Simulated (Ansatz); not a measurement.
Ir:
```cif
data_Ir2
_chemical_formula_sum 'Ir2'
_space_group_name_H-M_alt 'P63/mmc'
_space_group_IT_number 194
_space_group_name_Hall '-P 6c 2c'
_cell_length_a 2.73073
_cell_length_b 2.73073
_cell_length_c 4.41691
_cell_angle_alpha 90.000
_cell_angle_beta 90.000
_cell_angle_gamma 120.000
loop_
_atom_site_label
_atom_site_type_symbol
_atom_site_symmetry_multiplicity
_atom_site_Wyckoff_symbol
_atom_site_fract_x
_atom_site_fract_y
_atom_site_fract_z
_atom_site_occupancy
Ir1 Ir 2 c 0.33333 0.66667 0.25000 1
```

Relaxed at zero pressure with the program Ansatz at the r²SCAN level (PAW).

Problem. The volume is raised by 3 % and shape and atoms relax at that volume. What pressure results, and how do the axes share the change?

Solution. -10.2 GPa; a 1.0 %, b 1.0 %, c 0.9 %; the energy rises by 14 meV/atom.

Problem. Give the new structure.

Solution. 
Space group P6₃/mmc (No. 194); a = b = 2.7585 Å, c = 4.4582 Å, α = β = 90.00°, γ = 120.00°

```json
[
 {"atom": "Ir", "site": "2c", "symmetry": "-6m2", "x": "0.3333", "y": "0.6667", "z": "0.2500"}
]
```

The phase is kept; no other phase was compared at this pressure.

Space group P6_3/mmc (hcp (Mg type)). The workflow started from a Materials Project entry (that database holds measured and hypothetical structures alike); the Crystallography Open Database copy checked does not list it. It is not the phase usual at ambient conditions (space group No. 225). Symmetry was held in the r²SCAN relaxation; of distortions, only those at the zone centre were tested. No spin polarisation was allowed. Axis ratios of metals converge slowly with the k-mesh, so a and c are less sure than the volume. Spin–orbit coupling is left out wherever it is not named.

Potentials: the later of the program's two PAW sets.
